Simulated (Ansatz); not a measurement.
The elements of this relaxed trial crystal are hidden behind letters.

```
lattice vectors (Å)
   0.0000    2.4170    2.4170
   2.4170    0.0000    2.4170
   2.4170    2.4170    0.0000
fractional positions
X 0.5000 0.5000 0.5000
Z 0.0000 0.0000 0.0000
```

These are results of DFT PBE, scalar-relativistic, plane waves, PAW in Ansatz, not measurements. Cutoff 420 eV, Γ-centred 20×20×20 mesh (2-atom cell), Gaussian smearing of 0.10 eV, no spin polarisation.

- Space group: Fm-3m (No. 225)
- Conventional cell: a = 4.834 Å
- Volume per atom: 14.12 Å³
- Density: 11.13 g/cm³
- Energy over the elements: −0.42 eV/atom
- Gap on the 20×20×20 mesh of the 2-atom cell: 0 eV (a metal)

Energies are uncorrected and count from the elements' standard states at the same level.

**Question.** X is a d-block element of period 6 and Z is a p-block element of period 2. Which elements are they?

**Answer.** X = Hf, Z = B, so the formula is HfB, here in the rock salt type. Density times volume gives a mean mass of 11.13 × 14.12/1.6605 = 94.6 u per atom, and this set has 94.7 u. Hf is surrounded by 6 B at 2.42 Å; B has 6 Hf at 2.42 Å. Other sets within the hints have nearly the same mass, so mass alone doesn't settle it; this one was computed.

Spin–orbit coupling, which can matter for Hf, is left out. The cell is a metal run without spin; a magnetic state may lie lower. Symmetry constrained the relaxation, so the result can be a saddle point.
